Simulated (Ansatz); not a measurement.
GaAs (zinc blende)

```yaml
crystal:
  lattice:
    - [0.00000, 5.66670, 5.66670]
    - [2.83335, 0.00000, 2.83335]
    - [2.83335, 2.83335, 0.00000]
  atoms:
    - { symbol: As, position: [0.37500, 0.75000, 0.75000] }
    - { symbol: As, position: [0.87500, 0.75000, 0.75000] }
    - { symbol: Ga, position: [0.00000, 0.00000, 0.00000] }
    - { symbol: Ga, position: [0.50000, 0.00000, 0.00000] }
```

The atoms are displaced by Q × the pattern below (from a DFPT mode at L = (0.5, 0.0, 0.0), largest move 1; Q in Å), at fixed cell. (q is in reciprocal vectors of the primitive cell; the cell shown is doubled to hold the pattern.)

```
atom       x       y       z
----  ------  ------  ------
As1   -0.556   0.556   0.556
As2    0.556  -0.556  -0.556
Ga3    0.577  -0.577  -0.577
Ga4   -0.577   0.577   0.577
```

Level of theory: r2SCAN (plane waves to 500 eV, PAW, scalar-relativistic; Ansatz, an electronic-structure program). k mesh 5×10×10 (Γ-centred), Fermi-Dirac smearing 0.05 eV. The energy includes the smearing's −TS. GaAs was relaxed with its symmetry unable to fall. The zero of ΔE is the undisplaced structure.

```tsv
Q (Å)	ΔE (meV/cell)
-0.2800	2987
-0.2333	1895
-0.1867	1125
-0.1400	withheld
-0.0933	254
-0.0467	62
0.0000	0
0.0467	62
0.0933	254
0.1400	withheld
0.1867	1125
0.2333	1895
0.2800	2987
```

**Question.** Fit an even polynomial form (powers 2, 4, 6) to the given rows and predict ΔE at Q = 0.1400.

**Answer.** Least squares on the 11 given rows: ΔE = (28140)·Q² + (112300)·Q⁴ + (187300)·Q⁶, in meV/cell with Q in Å; root-mean-square residual 0.3 meV/cell. At 0.1400 the fit gives 596 meV/cell; the calculation gives 597 meV/cell, so the interpolation is off by -1 (-0.2 %). The quadratic term alone would give 552 meV/cell.

(A displaced cell: forces are minus the slopes of the energy, force constants its curvatures, and phonons follow from these.)
